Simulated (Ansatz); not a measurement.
Data:

VSi:
Space group P6/mmm (No. 191); a = 5.1067 Å, b = 5.1067 Å, c = 4.1514 Å, α = 90.00°, β = 90.00°, γ = 120.00°

| atom | site | symmetry | x | y | z |
|---|---|---|---|---|---|
| V | 3f | mmm | 0.0000 | 0.5000 | 0.0000 |
| Si | 1a | 6/mmm | 0.0000 | 0.0000 | 0.0000 |
| Si | 2d | -6m2 | 0.3333 | 0.6667 | 0.5000 |

This is the PBE-relaxed structure.

Question: All from PBE in the plane-wave PAW code Ansatz, unless another level is named. Predict the electronic character.

Answer: metallic (no gap).

Question: Give the density of states at the Fermi level.

Answer: 0.78 states/eV per atom (mean over ±0.08 eV).

Question: Predict the formation energy from the elements (no fitted shifts).

Answer: -0.22 eV/atom.

The cell is a constructed one: a structure type filled with these elements; neither database checked (COD, Materials Project) lists it. Its standing as an ambient phase is unchecked. The cell was relaxed with PBE under the symmetry of its start; its stability against distortions is not shown here. The workflow began spin-polarised and lost its moments. The references are the lowest solids computed at this level, not always the standard phases.

Potentials: the later of the program's two PAW sets.
